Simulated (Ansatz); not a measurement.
GaAs in space group P6_3mc (No. 186; Ga on 2b, As on 2b, Ga on 2a, As on 2a) at seven volumes, plane-wave PAW PBEsol (Ansatz code), shape and atoms relaxed at each. One row is withheld.

```
V (Å³/atom)  P (GPa)
-----------  -------
20.596          8.13
21.275             ?
21.954          2.27
22.633          0.00
23.312         -1.91
23.991         -3.52
24.670         -4.80
```

### Question
Fit the shown pressures and predict the withheld one.

### Answer
P = (3/2)B₀(x^(7/2) − x^(5/2))[1 + (3/4)(B′ − 4)(x − 1)] with x = (V₀/V)^(2/3). Least squares on the six rows gives V₀ = 22.632 Å³/atom, B₀ = 68.8 GPa, B′ = 4.80. At V = 21.275, x = 1.0421 and P = 4.94 GPa. The run itself gave 4.95 GPa.

The start of the workflow was typed in or built on a structure type; the Crystallography Open Database copy checked does not list it. It is not the phase usual at ambient conditions (space group No. 216). The cell was relaxed with PBEsol under the symmetry of its start; of distortions, only those at the zone centre were tested.

Potentials: the later of the program's two PAW sets.
